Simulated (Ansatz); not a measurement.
Relaxed candidate structures of Ga:

A. Cmcm (No. 63), oS8; a = 7.608 Å, b = 4.604 Å, c = 4.582 Å, α = 90.00°, β = 90.00°, γ = 90.00°; Ga 8g (0.163, 0.333, 0.250)

B. Pm-3n (No. 223), cP8; a = b = c = 5.2747 Å, α = β = γ = 90.00°; Ga 6c (0.000, 0.500, 0.250); Ga 2a (0.000, 0.000, 0.000)

C. I4/mmm (No. 139), tI2; a = b = 2.8109 Å, c = 4.5202 Å, α = β = γ = 90.00°; Ga 2a (0.000, 0.000, 0.000)

### Question
Rank these by energy per atom (lowest first), as r2SCAN (plane waves to 500 eV, PAW, scalar-relativistic; Ansatz, a first-principles code) gives it.

### Answer
A (reference), C (+0.12 eV/atom), B (+0.17 eV/atom)

The lowest structure calculated, Cmce, oS8, AFLOW prototype A_oC8_64_f (A11, as in Ga), is not among these; it lies 0.01 eV/atom below the lowest of them. 3 runs with a doubtful electronic state, a coarser numerical grid, an end not at rest or a source that can't be used are left out. Each run could gain symmetry but not lose that of its start, so entries can be saddle points. All of these are generated cells (placed on structure types, drawn at random, substituted or restacked) that were not matched to a known phase here. The real structure of this composition may not be among these. Energies are at zero temperature and pressure, without zero-point motion. The runs use different k-meshes, so differences are rounded accordingly. No spin polarisation in the result.
